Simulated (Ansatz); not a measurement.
Yb (fcc, Cu type)

```xyz
1
Lattice="0.0000 2.6118 2.6118 2.6118 0.0000 2.6118 2.6118 2.6118 0.0000" Properties=species:S:1:pos:R:3 pbc="T T T"
Yb     0.0000     0.0000     0.0000
```

This relaxed cell (volume V₀) is scaled evenly in all directions, its shape held. Symmetry pins the atoms to their sites.

The numbers are results of PBE (plane waves to 420 eV, PAW, scalar-relativistic; Ansatz, a quantum-chemistry and plane-wave program), not measurements. k mesh 15×15×15 (Γ-centred), Fermi-Dirac smearing 0.05 eV. E stands for the smeared free energy. Compression counts positive. The relaxed volume of Yb is well below the measured one. Yb is run without spin polarisation. Yb was relaxed with its symmetry unable to fall. The f-shell state is unchecked: a lower one may exist. ΔE is measured from the relaxed starting cell.

| V (Å³/cell) | P (GPa) | ΔE (meV/atom) |
|---|---|---|
| 32.07 | 2.4 | … |
| 32.96 | 1.7 | 13 |
| 33.85 | 1.1 | 6 |
| 34.74 | 0.5 | 1 |
| 35.63 | 0.0 | 0 |
| 36.52 | -0.4 | 1 |
| 37.42 | -0.9 | 5 |
| 38.31 | -1.2 | 11 |
| 39.20 | -1.5 | 18 |

Question: Some entries are withheld; supply them.

Answer: 
- 32.07, ΔE (meV/atom): 25

(A scan under strain: stresses follow from slopes of the energy per volume, elastic moduli from its curvatures.)
